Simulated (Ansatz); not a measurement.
**Data sheet: Ga (DFT)**

Ga:
Space group Cmce (No. 64); a = 4.472 Å, b = 7.595 Å, c = 4.525 Å, α = β = γ = 90.00°

```tsv
atom	site	symmetry	x	y	z
Ga	8f	m..	0.0000	0.3440	0.4154
```
(The calculation used a cell of 4 atoms; values per cell refer to that cell.)

Space group Cmce (No. 64), α-Ga; conventional cell a = 4.472 Å, b = 7.595 Å, c = 4.525 Å, α = 90.00°, β = 90.00°, γ = 90.00°.

Method: r²SCAN (plane waves, PAW; program Ansatz). The cell and atoms are relaxed at this level. Other levels are named where they apply.

### Cell and energy

- Volume per atom = 19.21 Å³
- Density = 6.03 g/cm³

### Electronic structure

Electronic character: metallic (no gap)
Density of states at the Fermi level: 0.14 states/eV per atom (mean over ±0.08 eV)

Symmetry was held in the r²SCAN relaxation. Axis ratios of metals converge slowly with the k-mesh, so a and c are less sure than the volume. Spin–orbit coupling is left out wherever it is not named.

Potentials: the later of the program's two PAW sets.
